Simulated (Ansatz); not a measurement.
## Structures of Te₃P: which is lowest?

Plane-wave DFT in Ansatz with scalar-relativistic PAW potentials, cutoff 420 eV, Γ-centred meshes chosen by cell and gap, Gaussian smearing with energies taken to zero width. Every cell was relaxed (cell and atoms) in a run of its own, within the symmetry of its start. Functional: PBE.

Relaxed structures (starts from databases or built by putting these elements on another compound's sites):
A. Pm-3m, 4 atoms in the computed cell, a = 4.642 Å; sites (symmetry × multiplicity) Te 4/mm.m × 3, P m-3m × 1; start: built
B. P4/mmm, 4 atoms in the computed cell, a = 5.220 Å, c = 3.691 Å; sites (symmetry × multiplicity) Te 4/mmm × 1 + mmm. × 2, P 4/mmm × 1; start: built
C. P6_3/mmc, 8 atoms in the computed cell, a = 7.973 Å, c = 4.060 Å; sites (symmetry × multiplicity) Te mm2 × 6, P -6m2 × 2; start: built

Q: Rank them by energy. Could pressure change the order?

A:
```tsv
structure	group	E − E(lowest) (meV/atom)	V (Å³/atom)	gap on mesh (eV)
C	P6_3/mmc	0.0	27.94	0.00
B	P4/mmm	256	25.15	0.00
A	Pm-3m	372	25.01	0.00
```

C is lowest, 256 meV/atom under B. B is denser by 2.79 Å³/atom, so pressure favours it: ΔE/ΔV, with ΔE in eV and 1 eV/Å³ = 160.2 GPa, gives about 15 GPa for equal enthalpy if both cells were rigid, a rough figure since the two compress differently. Other structures may lie lower than all of these, and vibrations aren't counted.

Spin-orbit coupling is left out, which matters for the bands of heavy elements.